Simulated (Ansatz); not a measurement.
Total density of states per atom from r²SCAN (plane waves, PAW; program Ansatz), in 0.25 eV bins, energy from the valence-band maximum:

(E (eV), states/eV/atom): (-7.88, 0.00); (-7.63, 0.00); (-7.38, 0.00); (-7.13, 0.00); (-6.88, 0.00); (-6.63, 0.00); (-6.38, 0.00); (-6.13, 0.00); (-5.88, 0.00); (-5.63, 0.05); (-5.38, 0.24); (-5.13, 0.51); (-4.88, 0.00); (-4.63, 0.31); (-4.38, 0.43); (-4.13, 0.10); (-3.88, 1.67); (-3.63, 3.49); (-3.38, 0.40); (-3.13, 0.11); (-2.88, 1.20); (-2.63, 2.26); (-2.38, 1.74); (-2.13, 1.88); (-1.88, 0.02); (-1.63, 0.00); (-1.38, 0.00); (-1.13, 0.00); (-0.88, 0.00); (-0.63, 0.04); (-0.38, 0.47); (-0.13, 0.29); (0.12, 0.00); (0.37, 0.00); (0.62, 0.00); (0.87, 0.00); (1.12, 0.00); (1.37, 0.00); (1.62, 0.00); (1.87, 0.00); (2.12, 0.00); (2.37, 0.00); (2.62, 0.93); (2.87, 1.47); (3.12, 0.00); (3.37, 0.00); (3.62, 0.68); (3.87, 0.48); (4.12, 0.33); (4.37, 0.38); (4.62, 0.39); (4.87, 0.50); (5.12, 0.57); (5.37, 0.37); (5.62, 0.69); (5.87, 1.26); (6.12, 0.51); (6.37, 0.60); (6.62, 0.55); (6.87, 0.90); (7.12, 1.18); (7.37, 1.54)

Which compound is it?
A) Rb2H4Pt, P4_2/mnm (Rb on 4d, H on 4e, H on 4f, Pt on 2a)
B) Cs2PdBr6, Fm-3m (Cs on 8c, Pd on 4a, Br on 24e)
C) In2Rh3S2, R-3m (In on 3a, In on 3b, Rh on 9d, S on 6c)
D) Rb2ScInCl6, Fm-3m (Rb on 8c, Sc on 4a, In on 4b, Cl on 24e)

D, Rb2ScInCl6, Fm-3m (Rb on 8c, Sc on 4a, In on 4b, Cl on 24e). Top 1 eV of the valence band: In 5s 57 %, Cl 3p 30 %, Sc 3d 6 %. Bottom 1 eV of the conduction band: Sc 3d 79 %, Cl 3p 8 %, In 5p 7 %. Projections are on Löwdin-orthogonalised atomic valence shells; empty p or d shells of many metals are not among them.

The first step of the workflow began from a Materials Project structure, measured or hypothetical; the Crystallography Open Database copy checked does not list it. Its standing as an ambient phase is unchecked. The cell was relaxed with r²SCAN under the symmetry of its start; whether a distortion lowers the energy is not shown. No spin polarisation was allowed. Spin–orbit coupling is left out wherever it is not named.

Potentials: the later of the program's two PAW sets.
